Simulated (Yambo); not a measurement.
Absorption of CsScW$_{2}$O$_{8}$ (space group P-3m1, No. 164) with and without the electron-hole interaction (Yambo, PBEsol bands; 3×3×2 mesh, 24 valence and 20 conduction bands, static screening with 138 bands and a 3 Ry block, scissor 2.67 eV, Tamm-Dancoff; field along x). Axes are Cartesian, with cell vectors (Å) (5.93, 0.00, 0.00), (-2.96, 5.13, 0.00), (0.00, 0.00, 8.11).

```json
[
 {"E (eV)": "3.71", "Im ε, BSE": "0.07", "Im ε, independent quasiparticles": "0.03"},
 {"E (eV)": "3.82", "Im ε, BSE": "0.07", "Im ε, independent quasiparticles": "0.04"},
 {"E (eV)": "3.92", "Im ε, BSE": "0.08", "Im ε, independent quasiparticles": "0.04"},
 {"E (eV)": "4.02", "Im ε, BSE": "0.09", "Im ε, independent quasiparticles": "0.04"},
 {"E (eV)": "4.12", "Im ε, BSE": "0.10", "Im ε, independent quasiparticles": "0.04"},
 {"E (eV)": "4.22", "Im ε, BSE": "0.11", "Im ε, independent quasiparticles": "0.04"},
 {"E (eV)": "4.32", "Im ε, BSE": "0.13", "Im ε, independent quasiparticles": "0.05"},
 {"E (eV)": "4.42", "Im ε, BSE": "0.15", "Im ε, independent quasiparticles": "0.05"},
 {"E (eV)": "4.52", "Im ε, BSE": "0.17", "Im ε, independent quasiparticles": "0.05"},
 {"E (eV)": "4.62", "Im ε, BSE": "0.22", "Im ε, independent quasiparticles": "0.05"},
 {"E (eV)": "4.72", "Im ε, BSE": "0.29", "Im ε, independent quasiparticles": "0.06"},
 {"E (eV)": "4.82", "Im ε, BSE": "0.41", "Im ε, independent quasiparticles": "0.06"},
 {"E (eV)": "4.92", "Im ε, BSE": "0.55", "Im ε, independent quasiparticles": "0.06"},
 {"E (eV)": "5.02", "Im ε, BSE": "0.63", "Im ε, independent quasiparticles": "0.07"},
 {"E (eV)": "5.12", "Im ε, BSE": "0.88", "Im ε, independent quasiparticles": "0.07"},
 {"E (eV)": "5.22", "Im ε, BSE": "1.42", "Im ε, independent quasiparticles": "0.08"},
 {"E (eV)": "5.32", "Im ε, BSE": "1.65", "Im ε, independent quasiparticles": "0.08"},
 {"E (eV)": "5.42", "Im ε, BSE": "1.35", "Im ε, independent quasiparticles": "0.09"},
 {"E (eV)": "5.52", "Im ε, BSE": "1.15", "Im ε, independent quasiparticles": "0.10"},
 {"E (eV)": "5.62", "Im ε, BSE": "1.00", "Im ε, independent quasiparticles": "0.11"},
 {"E (eV)": "5.72", "Im ε, BSE": "1.10", "Im ε, independent quasiparticles": "0.12"},
 {"E (eV)": "5.82", "Im ε, BSE": "1.54", "Im ε, independent quasiparticles": "0.13"},
 {"E (eV)": "5.92", "Im ε, BSE": "2.50", "Im ε, independent quasiparticles": "0.15"},
 {"E (eV)": "6.02", "Im ε, BSE": "3.45", "Im ε, independent quasiparticles": "0.17"},
 {"E (eV)": "6.12", "Im ε, BSE": "3.52", "Im ε, independent quasiparticles": "0.19"},
 {"E (eV)": "6.22", "Im ε, BSE": "3.68", "Im ε, independent quasiparticles": "0.22"},
 {"E (eV)": "6.32", "Im ε, BSE": "3.81", "Im ε, independent quasiparticles": "0.27"},
 {"E (eV)": "6.43", "Im ε, BSE": "3.30", "Im ε, independent quasiparticles": "0.33"},
 {"E (eV)": "6.53", "Im ε, BSE": "2.79", "Im ε, independent quasiparticles": "0.43"},
 {"E (eV)": "6.63", "Im ε, BSE": "2.76", "Im ε, independent quasiparticles": "0.61"},
 {"E (eV)": "6.73", "Im ε, BSE": "2.90", "Im ε, independent quasiparticles": "0.92"},
 {"E (eV)": "6.83", "Im ε, BSE": "2.86", "Im ε, independent quasiparticles": "1.36"},
 {"E (eV)": "6.93", "Im ε, BSE": "2.86", "Im ε, independent quasiparticles": "1.62"},
 {"E (eV)": "7.03", "Im ε, BSE": "2.69", "Im ε, independent quasiparticles": "1.64"},
 {"E (eV)": "7.13", "Im ε, BSE": "2.60", "Im ε, independent quasiparticles": "1.90"},
 {"E (eV)": "7.23", "Im ε, BSE": "2.73", "Im ε, independent quasiparticles": "2.35"},
 {"E (eV)": "7.33", "Im ε, BSE": "2.89", "Im ε, independent quasiparticles": "2.63"},
 {"E (eV)": "7.43", "Im ε, BSE": "2.73", "Im ε, independent quasiparticles": "2.88"},
 {"E (eV)": "7.53", "Im ε, BSE": "2.40", "Im ε, independent quasiparticles": "3.75"},
 {"E (eV)": "7.63", "Im ε, BSE": "2.05", "Im ε, independent quasiparticles": "4.68"},
 {"E (eV)": "7.73", "Im ε, BSE": "1.82", "Im ε, independent quasiparticles": "4.69"},
 {"E (eV)": "7.83", "Im ε, BSE": "1.77", "Im ε, independent quasiparticles": "4.52"},
 {"E (eV)": "7.93", "Im ε, BSE": "1.86", "Im ε, independent quasiparticles": "5.13"},
 {"E (eV)": "8.03", "Im ε, BSE": "2.08", "Im ε, independent quasiparticles": "5.79"},
 {"E (eV)": "8.13", "Im ε, BSE": "2.17", "Im ε, independent quasiparticles": "5.45"},
 {"E (eV)": "8.23", "Im ε, BSE": "2.13", "Im ε, independent quasiparticles": "4.45"},
 {"E (eV)": "8.33", "Im ε, BSE": "2.00", "Im ε, independent quasiparticles": "3.75"},
 {"E (eV)": "8.43", "Im ε, BSE": "1.85", "Im ε, independent quasiparticles": "3.32"},
 {"E (eV)": "8.53", "Im ε, BSE": "1.71", "Im ε, independent quasiparticles": "3.21"},
 {"E (eV)": "8.63", "Im ε, BSE": "1.73", "Im ε, independent quasiparticles": "3.22"},
 {"E (eV)": "8.73", "Im ε, BSE": "1.85", "Im ε, independent quasiparticles": "3.34"},
 {"E (eV)": "8.83", "Im ε, BSE": "2.03", "Im ε, independent quasiparticles": "3.20"},
 {"E (eV)": "8.94", "Im ε, BSE": "2.22", "Im ε, independent quasiparticles": "3.03"},
 {"E (eV)": "9.04", "Im ε, BSE": "2.37", "Im ε, independent quasiparticles": "2.73"},
 {"E (eV)": "9.14", "Im ε, BSE": "2.28", "Im ε, independent quasiparticles": "2.30"},
 {"E (eV)": "9.24", "Im ε, BSE": "2.26", "Im ε, independent quasiparticles": "2.08"},
 {"E (eV)": "9.34", "Im ε, BSE": "2.51", "Im ε, independent quasiparticles": "2.05"},
 {"E (eV)": "9.44", "Im ε, BSE": "2.78", "Im ε, independent quasiparticles": "2.15"},
 {"E (eV)": "9.54", "Im ε, BSE": "3.01", "Im ε, independent quasiparticles": "2.23"},
 {"E (eV)": "9.64", "Im ε, BSE": "3.32", "Im ε, independent quasiparticles": "2.28"},
 {"E (eV)": "9.74", "Im ε, BSE": "3.44", "Im ε, independent quasiparticles": "2.23"},
 {"E (eV)": "9.84", "Im ε, BSE": "3.33", "Im ε, independent quasiparticles": "2.17"},
 {"E (eV)": "9.94", "Im ε, BSE": "3.28", "Im ε, independent quasiparticles": "2.13"},
 {"E (eV)": "10.04", "Im ε, BSE": "3.19", "Im ε, independent quasiparticles": "2.15"},
 {"E (eV)": "10.14", "Im ε, BSE": "3.16", "Im ε, independent quasiparticles": "2.30"},
 {"E (eV)": "10.24", "Im ε, BSE": "3.09", "Im ε, independent quasiparticles": "2.21"},
 {"E (eV)": "10.34", "Im ε, BSE": "2.91", "Im ε, independent quasiparticles": "2.07"},
 {"E (eV)": "10.44", "Im ε, BSE": "2.72", "Im ε, independent quasiparticles": "2.05"},
 {"E (eV)": "10.54", "Im ε, BSE": "2.66", "Im ε, independent quasiparticles": "2.16"},
 {"E (eV)": "10.64", "Im ε, BSE": "2.53", "Im ε, independent quasiparticles": "2.32"}
]
```

The scissor comes from a G0W0 run whose convergence isn't established. Broadening 0.15 eV. The band window holds all transitions up to 11.7 eV. Fine structure above the onset can come from the mesh.

Without spin-orbit coupling, band edges of such heavy elements can be off by tenths of an eV.

Geometry of the Materials Project entry, not relaxed at this level; primitive cell a = 5.9272 Å, b = 5.9272 Å, c = 8.1058 Å, α = 90.00°, β = 90.00°, γ = 120.00°.

The structure is a Materials Project entry; no match was found in the copy of COD used, and its stability was not checked.
